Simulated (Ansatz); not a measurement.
# N started at a second open point in cubic perovskite KMgF3, 41 atoms, charge −1

All numbers below come from DFT, PBEsol, PAW, plane waves (Ansatz 0.2.0).

Command:

```sh
ansatz run in.yaml --threads 8 --pin off --max-ram 118750MiB --runs-dir r --events-out ev --progress --plain --backend cuda --devices 0,
```

The input less its lattice and atoms:

```yaml
crystal:
  symmetry: { detect: false }
kpoints:
  mp_grid: { grid: [1, 1, 1], shift: [0.25, 0.25, 0.25] }
hamiltonian:
  xc: pbesol
total_charge: -1
scf:
  occupations: { method: fermi_dirac, width: 0.01 }
relax:
  f_tol: 0.03
  max_steps: 80
  escape_saddle: false
  adjacent_minimum: "off"
output:
  forces: true
  eigenvalues: true
  populations: true
  charged_corrections: { epsilon: 7 }
```

Start:

```xyz
41
Lattice="7.9825 0.0000 0.0000 0.0000 7.9825 0.0000 0.0000 0.0000 7.9825" Properties=species:S:1:pos:R:3 pbc="T T T"
K     7.9672    0.0280    0.0084
K     0.0103    7.9350    4.0079
K     0.0036    4.0282    7.9816
K     0.0313    4.0089    3.9913
K     3.9951    7.9753    7.9805
K     3.9627    0.0166    3.9927
K     3.9569    4.0092    7.9808
K     3.9902    3.9754    3.9782
Mg    2.0204    1.9727    2.0242
Mg    1.9921    2.0000    5.9927
Mg    1.9648    5.9526    1.9831
Mg    2.0026    5.9701    6.0094
Mg    5.9576    1.9801    2.0243
Mg    5.9856    1.9834    5.9778
Mg    5.9800    5.9792    1.9924
Mg    6.0021    5.9746    5.9738
F     1.9760    1.9788    7.9782
F     1.9746    2.0209    3.9675
F     1.9775    5.9801    0.0207
F     2.0020    5.9543    3.9829
F     5.9798    2.0029    7.9673
F     5.9786    1.9733    3.9762
F     5.9780    5.9823    7.9504
F     6.0156    6.0158    4.0487
F     0.0083    1.9860    2.0011
F     0.0122    2.0098    5.9796
F     0.0013    5.9726    1.9717
F     7.9526    6.0124    6.0097
F     4.0176    1.9974    2.0139
F     3.9787    1.9752    5.9791
F     3.9860    5.9717    1.9939
F     4.0117    5.9675    5.9856
F     2.0351    7.9652    1.9644
F     2.0110    0.0069    5.9713
F     1.9886    4.0050    2.0147
F     2.0163    3.9825    5.9313
F     5.9885    0.0394    1.9733
F     5.9577    7.9713    5.9755
F     5.9427    4.0023    1.9931
F     5.9633    3.9843    5.9806
N     2.0267    3.9743    3.9751
```

Steps:

```json
{"step": "start", "energy less the first (eV)": "0.000", "largest force component (eV/Å)": "6.443"}
{"step": "1", "energy less the first (eV)": "-3.568", "largest force component (eV/Å)": "2.368"}
{"step": "2", "energy less the first (eV)": "-5.137", "largest force component (eV/Å)": "0.709"}
{"step": "3", "energy less the first (eV)": "-5.476", "largest force component (eV/Å)": "0.296"}
{"step": "4", "energy less the first (eV)": "-5.690", "largest force component (eV/Å)": "0.687"}
{"step": "5", "energy less the first (eV)": "-5.828", "largest force component (eV/Å)": "0.491"}
{"step": "6", "energy less the first (eV)": "-5.913", "largest force component (eV/Å)": "0.327"}
{"step": "7", "energy less the first (eV)": "-6.004", "largest force component (eV/Å)": "0.806"}
{"step": "8", "energy less the first (eV)": "-6.202", "largest force component (eV/Å)": "0.922"}
{"step": "9", "energy less the first (eV)": "-6.460", "largest force component (eV/Å)": "1.076"}
{"step": "10", "energy less the first (eV)": "-6.839", "largest force component (eV/Å)": "0.482"}
{"step": "11", "energy less the first (eV)": "-7.124", "largest force component (eV/Å)": "0.546"}
{"step": "12", "energy less the first (eV)": "-7.388", "largest force component (eV/Å)": "0.239"}
{"step": "13", "energy less the first (eV)": "-7.572", "largest force component (eV/Å)": "0.268"}
{"step": "14", "energy less the first (eV)": "-7.673", "largest force component (eV/Å)": "0.360"}
{"step": "15", "energy less the first (eV)": "-7.747", "largest force component (eV/Å)": "0.528"}
{"step": "16", "energy less the first (eV)": "-7.754", "largest force component (eV/Å)": "0.127"}
{"step": "17", "energy less the first (eV)": "-7.771", "largest force component (eV/Å)": "0.132"}
{"step": "18", "energy less the first (eV)": "-7.773", "largest force component (eV/Å)": "0.052"}
{"step": "19", "energy less the first (eV)": "-7.774", "largest force component (eV/Å)": "0.006"}
```

A structure on the way, about -5.14 eV from the start:

```xyz
41
Lattice="7.9825 0.0000 0.0000 0.0000 7.9825 0.0000 0.0000 0.0000 7.9825" Properties=species:S:1:pos:R:3 pbc="T T T"
K     0.0080    0.0198    0.0055
K     0.0407    7.9646    3.9998
K     0.0290    3.9975    0.0002
K     7.6689    3.9924    3.9891
K     3.9757    7.9767    7.9780
K     3.9371    7.9786    3.9960
K     3.9462    3.9951    7.9796
K     4.3342    3.9954    3.9918
Mg    1.9998    1.9964    2.0291
Mg    1.9916    2.0020    5.9814
Mg    1.9810    5.9600    1.9959
Mg    2.0006    5.9645    5.9771
Mg    5.9697    1.9816    2.0128
Mg    5.9834    1.9914    5.9843
Mg    5.9811    5.9772    1.9906
Mg    5.9933    5.9822    5.9768
F     1.9881    1.9499    7.9823
F     1.9741    1.6604    3.9841
F     1.9861    6.0231    7.9815
F     1.9847    6.3000    3.9805
F     5.9825    1.9920    7.9743
F     5.9881    1.9302    3.9862
F     5.9816    5.9956    7.9693
F     6.0044    6.0587    4.0110
F     7.9705    1.9722    1.9745
F     7.9751    1.9805    6.0030
F     7.9689    6.0034    1.9630
F     7.9626    6.0165    6.0216
F     4.0080    1.9789    1.9830
F     3.9922    1.9643    6.0005
F     4.0057    6.0017    1.9738
F     4.0049    5.9962    6.0088
F     2.0173    7.9776    1.9294
F     2.0016    7.9787    6.0262
F     1.9866    4.0005    1.6871
F     1.9999    3.9837    6.2656
F     5.9869    0.0097    1.9697
F     5.9720    0.0016    5.9955
F     5.9748    3.9962    1.9391
F     5.9795    3.9859    6.0356
N     2.0144    3.9709    3.9715
```

End:

```xyz
41
Lattice="7.9825 0.0000 0.0000 0.0000 7.9825 0.0000 0.0000 0.0000 7.9825" Properties=species:S:1:pos:R:3 pbc="T T T"
K     7.9286    7.9798    0.0887
K     0.0555    7.9796    4.0872
K     7.8636    3.9888    0.1129
K     0.0552    3.9880    4.0280
K     3.9588    7.9799    0.1032
K     3.9483    7.9788    4.0665
K     4.3771    3.9872    0.0208
K     3.8952    3.9873    3.9884
Mg    1.9656    1.9734    2.0761
Mg    1.9967    1.9835    6.1090
Mg    1.9653    6.0020    2.0760
Mg    1.9966    5.9940    6.1090
Mg    5.9732    1.9596    2.0903
Mg    5.9945    1.9835    6.0389
Mg    5.9731    6.0161    2.0902
Mg    5.9944    5.9929    6.0389
F     1.9167    1.6299    0.0618
F     2.0158    1.9569    4.1310
F     1.9167    6.3501    0.0615
F     2.0160    6.0206    4.1310
F     6.0318    1.9807    0.0645
F     5.9406    1.9883    4.0731
F     6.0316    5.9952    0.0643
F     5.9408    5.9877    4.0730
F     7.9090    1.7604    2.1114
F     7.9693    1.9747    6.0469
F     7.9095    6.2156    2.1113
F     7.9692    6.0023    6.0465
F     4.0158    1.9767    2.0156
F     4.0107    2.0279    6.1222
F     4.0154    5.9987    2.0160
F     4.0102    5.9491    6.1225
F     2.0692    7.9795    2.2310
F     2.0399    7.9802    5.9485
F     2.1797    3.9926    0.6315
F     1.9669    3.9885    6.0354
F     5.8582    7.9789    2.0754
F     5.9641    7.9795    6.0494
F     6.0386    3.9880    2.0858
F     6.0432    3.9883    6.0238
N     1.8126    3.9872    2.1521
```

Self-consistency was reached.

Time: 16 s of wall time on one NVIDIA GB300 with 8 processor threads, on a host shared with other runs; peak host memory 1.8 GiB.

Question: How much energy did the relaxation gain, and which atom moved most?

Answer: 7.77 eV in 19 steps, from a start with small random displacements (neighbours that lie too close to an added atom are first pushed off) (the gain also holds any tilting of the ideal host); atom 41 (N) moved 1.84 Å, the median atom 0.11 Å (drift of the whole cell removed).

The one k point has no symmetry partners, which can distort the end along one axis.
